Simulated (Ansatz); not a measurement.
PtS2:
```xyz
3
Lattice="3.5508 0.0000 0.0000 -1.7754 3.0751 0.0000 0.0000 0.0000 5.2026" Properties=species:S:1:pos:R:3 pbc="T T T"
Pt     0.0000     0.0000     0.0000
S      0.0000     2.0501     1.2256
S      1.7754     1.0250     3.9770
```

Relaxed with r²SCAN+D4. Special points in fractions of this cell's reciprocal vectors: Γ (0.000, 0.000, 0.000); M (0.500, 0.000, 0.000); K (0.333, 0.333, 0.000); A (0.000, 0.000, 0.500); L (0.500, 0.000, 0.500); H (0.333, 0.333, 0.500).

### Question
List the band energies nearest the valence-band maximum at these points for r²SCAN+D4 (plane waves, PAW; program Ansatz).

### Answer
In eV from the valence-band maximum; about four levels below and three above (degenerate sets whole), none deeper than 8.9 eV; points with the same levels are listed once.

```
k                    below           above
-  -----------------------  --------------
Γ  -2.01 -1.03 -1.03 -0.05  2.41 2.41 5.35
M  -3.11 -3.09 -3.04 -2.42  1.84 2.79 5.79
K  -3.51 -2.78 -1.40 -1.40  1.09 1.09 5.64
A  -2.53 -1.22 -1.22 -1.07  2.87 2.87 6.04
L  -3.16 -2.76 -2.74 -1.46  2.05 2.49 5.47
H  -3.62 -3.45 -1.89 -1.89  2.27 2.27 7.46
```

Space group P-3m1 (CdI2 type). Symmetry was held in the r²SCAN+D4 relaxation. No spin polarisation was allowed. Scalar-relativistic: spin–orbit coupling is off unless named, which matters more the heavier the elements.

Potentials: the later of the program's two PAW sets.
